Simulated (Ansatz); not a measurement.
All numbers below come from Ansatz 0.2.0, DFT PBE, scalar-relativistic, plane waves, PAW. All cells share a 420 eV cutoff and Γ-centred k meshes spaced at most about 0.3 Å⁻¹ (about 0.25 or finer for metals, 2π included). No spin polarisation in the final relaxations.

These are static total energies at zero pressure.

Two relaxed structures of Zr₃TiC₄:

1.

```cif
data_structure
_symmetry_space_group_name_H-M 'Pm-3m'
_symmetry_Int_Tables_number 221
_cell_length_a 4.6313
_cell_length_b 4.6313
_cell_length_c 4.6313
_cell_angle_alpha 90.000
_cell_angle_beta 90.000
_cell_angle_gamma 90.000
_cell_volume 99.34
loop_
_atom_site_label
_atom_site_type_symbol
_atom_site_symmetry_multiplicity
_atom_site_Wyckoff_symbol
_atom_site_fract_x
_atom_site_fract_y
_atom_site_fract_z
_atom_site_occupancy
Zr1 Zr 3 c 0.50000 0.00000 0.50000 1
Ti1 Ti 1 a 0.00000 0.00000 0.00000 1
C1 C 1 b 0.50000 0.50000 0.50000 1
C2 C 3 d 0.00000 0.50000 0.00000 1
```

2.

```cif
data_structure
_symmetry_space_group_name_H-M 'Cmmm'
_symmetry_Int_Tables_number 65
_cell_length_a 6.5377
_cell_length_b 9.2430
_cell_length_c 3.2756
_cell_angle_alpha 90.000
_cell_angle_beta 90.000
_cell_angle_gamma 90.000
_cell_volume 197.94
loop_
_atom_site_label
_atom_site_type_symbol
_atom_site_symmetry_multiplicity
_atom_site_Wyckoff_symbol
_atom_site_fract_x
_atom_site_fract_y
_atom_site_fract_z
_atom_site_occupancy
Zr1 Zr 2 a 0.00000 0.00000 0.00000 1
Zr2 Zr 4 f 0.25000 0.25000 0.50000 1
Ti1 Ti 2 b 0.50000 0.00000 0.00000 1
C1 C 4 i 0.50000 0.24518 0.00000 1
C2 C 4 h 0.25966 0.00000 0.50000 1
```

Question: Which placement of the atoms is lower in energy, and by how much?

Answer: Cell 2 is lower, by 13 meV/atom. The two share one framework of sites and differ in which element sits where. Cell 1 has Zr and Ti ordered on rock salt sites, space group Pm-3m (No. 221), 12.4 Å³/atom and no gap on its mesh; cell 2 has Zr and Ti ordered on rock salt sites, space group Cmmm (No. 65), 12.4 Å³/atom and no gap. Counting C atoms around Ti and Zr (those within 1.25 times the shortest such distance or 1.15 times the sum of covalent radii, 1.27 where that leaves under three), cell 1 and cell 2 both have Zr 6, Ti 6. In cell 1, Zr has 6 C at 2.32 Å, 4 Ti at 3.27 Å and 8 Zr at 3.27 Å; Ti has 6 C at 2.32 Å and 12 Zr at 3.27 Å; C on a site of symmetry m-3m has 6 Zr at 2.32 Å; 1 more site not described. In cell 2, Zr on a site of symmetry mmm has 6 C at 2.36 Å, 2 Ti at 3.27 Å and 10 Zr at 3.27–3.28 Å; Ti has 6 C at 2.27 Å, 10 Zr at 3.27 Å and 2 Ti at 3.28 Å; around C on a site of symmetry m2m lie 1 Ti at 2.27 Å and 5 Zr at 2.31–2.36 Å; 2 more sites not described. Both come from invented guesses.

For metals, differences of a few meV/atom aren't resolved. Cells relaxed within their symmetry can be saddle points.
